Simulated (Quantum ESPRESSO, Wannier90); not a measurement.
## CaAlSiH (P3m1), plane waves to Wannier functions

```xyz
4
Lattice="4.1433 0.0000 0.0000 -2.0716 3.5882 0.0000 0.0000 0.0000 4.6982" Properties=species:S:1:pos:R:3 pbc="T T T"
Ca     0.0000     0.0000    -0.0004
Al    -2.0716     1.1961     2.1476
Si     2.0716    -1.1961    -2.0395
H     -2.0716     1.1961     0.3936
```

Materials Project entry mp-568177; symmetrised, unrelaxed at this level. Not found in the COD (Crystallography Open Database) copy used; not checked further. Method: PBEsol plane waves in Quantum ESPRESSO 7.5 (PseudoDojo norm-conserving files, 58 Ry, no spin polarisation, no spin-orbit coupling), Bloch states on a 6×6×6 mesh through Γ, Wannier90 4.0.1. Density: 12×12×8 mesh, cold smearing 0.01 Ry. The gap is small at this level and was sampled on the meshes and a path alone.

Bands 6-9 form an isolated set from -6.86 to 0.00 eV relative to the valence-band maximum (on the path) and are turned into 4 Wannier functions by minimising the spread from the start: atomic waves H 1s, Si 3p.

Problem. Where do the functions sit, how wide are they and what are they made of?

Solution. 
| functions | spread (Å²) | nearest atom, distance (Å) | second atom, distance (Å) | weight on atomic waves |
|---|---|---|---|---|
| 1 | 4.70 | Si 0.05 | Al 2.46 | Si 3p 68 %, Al 3p 12 %, Ca 4s 7 % |
| 2 | 4.57 | Si 0.34 | Al 2.20 | Si 3p 52 %, Al 3p 28 %, Al 3s 10 % |
| 1 | 2.96 | H 0.29 | Al 1.46 | H 1s 60 %, Al 3p 24 %, Si 3s 6 % |

Ω_I = 15.36 Å², Ω_total = 16.80 Å²; the interpolated bands follow pw.x to 16 meV rms on the path. Only this start was tried; a symmetric start can stop on a saddle, and mixtures of these functions could lower the total by at most Ω_total − Ω_I.
